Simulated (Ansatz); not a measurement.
The elements of this relaxed trial crystal are hidden behind letters.

```
lattice vectors (Å)
   3.9359    0.0000    0.0000
  -1.9679    3.4086    0.0000
   0.0000    0.0000   19.4699
fractional positions
X 0.3333 0.6667 0.3300
X 0.3333 0.6667 0.6667
X 0.3333 0.6667 0.0035
X 0.6667 0.3333 0.1667
X 0.6667 0.3333 0.5035
X 0.6667 0.3333 0.8300
Z 0.3333 0.6667 0.1263
Z 0.3333 0.6667 0.7899
Z 0.6667 0.3333 0.2899
Z 0.6667 0.3333 0.6263
Q 0.3333 0.6667 0.4577
Q 0.6667 0.3333 0.9577
```

These are results of DFT PBE, scalar-relativistic, plane waves, PAW (Ansatz), not measurements. Plane waves to 420 eV, a 12×12×2 mesh through Γ for the 12-atom cell and 0.02 eV Gaussian smearing; no spin polarisation.

- Space group: P6_3mc (No. 186)
- Conventional cell: a = 3.936 Å, c = 19.470 Å
- Volume per atom: 21.77 Å³
- Density: 4.40 g/cm³
- Energy over the elements: −0.386 eV/atom
- Gap on the 12×12×2 mesh of the 12-atom cell: 0.90 eV

Energies are uncorrected and count from the elements' standard states at the same level.

Task: X is a p-block element of period 4, Z is a p-block element of period 3 and Q is a p-block element of period 4. Which elements are they?

Result: X = Ga, Z = P, Q = As, so the formula is Ga3AsP2. Density times volume gives a mean mass of 4.40 × 21.77/1.6605 = 57.7 u per atom, and this set has 57.7 u. Ga on its first site has 3 P at 2.40 Å and 1 As at 2.49 Å; around P on its first site lie 4 Ga at 2.39–2.40 Å; As is surrounded by 4 Ga at 2.44–2.49 Å; 3 more sites not described. Other sets within the hints have nearly the same mass, so mass alone doesn't settle it; this one was computed.

Kohn–Sham gaps at this level usually fall short of measured ones. A later test with randomly moved atoms came back to the same energy, though modes that don't fit the test's cell weren't probed.
